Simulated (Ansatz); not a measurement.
**MoS2 with Ta replacing Mo: field gradients at two levels of theory**

Cell: a supercell of MoS2 (space group P6_3/mmc) built from a COD entry, with the ions relaxed around the defect (PBE).

```cif
data_TaMo7S16
_symmetry_space_group_name_H-M 'P-6m2'
_symmetry_Int_Tables_number 187
_cell_length_a 6.3380
_cell_length_b 6.3380
_cell_length_c 12.3240
_cell_angle_alpha 90.000
_cell_angle_beta 90.000
_cell_angle_gamma 120.000
loop_
_atom_site_label
_atom_site_type_symbol
_atom_site_symmetry_multiplicity
_atom_site_Wyckoff_symbol
_atom_site_fract_x
_atom_site_fract_y
_atom_site_fract_z
Ta Ta 1 a 0.0000 0.0000 0.0000
Mo2 Mo 3 j 0.0006 0.5003 0.0000
Mo5 Mo 3 k 0.1667 0.8333 0.5000
Mo8 Mo 1 f 0.6667 0.3333 0.5000
S9 S 2 g 0.0000 0.0000 0.3738
S10 S 6 n 0.0001 0.5001 0.3738
S13 S 6 n 0.1687 0.8313 0.8721
S16 S 2 i 0.6667 0.3333 0.8737
```

One atom of each set is listed.

First run. Level of theory: DFT, PBE, plane waves and PAW, scalar-relativistic, 420 eV cutoff, Γ-centred 4×4×2 k-points, Fermi–Dirac smearing 0.01 eV, cell charge +1 (Ansatz 0.2.0).

```tsv
site	V_zz (10²¹ V/m²)	η
Ta	-19.04	0.00
Mo2	-7.42	0.48
Mo5	-6.87	0.00
Mo8	-6.61	0.00
S9	-4.86	0.00
S10	-4.59	0.01
S13	-4.92	0.67
S16	-5.22	0.00
```

Second run. The same atoms and settings, except that the functional is r2SCAN and the cutoff is 500 eV.

Problem. What does the second run give?

Solution. 

```json
{"site": "Ta", "V_zz": "-18.80", "η": "0.00", "change of V_zz": "+0.24"}
{"site": "Mo2", "V_zz": "-7.56", "η": "0.46", "change of V_zz": "-0.14"}
{"site": "Mo5", "V_zz": "-6.90", "η": "0.00", "change of V_zz": "-0.03"}
{"site": "Mo8", "V_zz": "-6.64", "η": "0.00", "change of V_zz": "-0.03"}
{"site": "S9", "V_zz": "-4.91", "η": "0.00", "change of V_zz": "-0.05"}
{"site": "S10", "V_zz": "-4.64", "η": "0.01", "change of V_zz": "-0.05"}
{"site": "S13", "V_zz": "-4.79", "η": "0.72", "change of V_zz": "+0.13"}
{"site": "S16", "V_zz": "-5.33", "η": "0.00", "change of V_zz": "-0.11"}
```

The largest change of V_zz is on Ta, from -19.04 to -18.80. In per cent, |V_zz| changes by -1 on Ta, 0 to +2 on Mo, -3 to +2 on S (all sites that start above 2).

The run isn't spin-polarised, and a state with spin may lie lower. The defect repeats with the cell of 24 atoms, so it feels its images: sites between two images don't show the values beside a lone defect, and zeros or small values of η there can come from the images' arrangement. Mo and S carry a gradient in the pure host already, so the values there aren't the defect's effect alone. The relaxation keeps the site symmetry -6m2 of the start, so the impurity can't leave its site; a distortion that would localise the partly filled state isn't explored. A uniform background compensates the cell's charge. The defect cell has no gap above 0.1 eV on its mesh, so the values can hang on the smearing and the k-mesh. Without spin–orbit coupling the gradients at and beside Ta can be off by some per cent, at some sites by more. With these PAW files V_zz is typically within 2 to 3 % of all-electron values, but misses above 10 % occur on Ta.
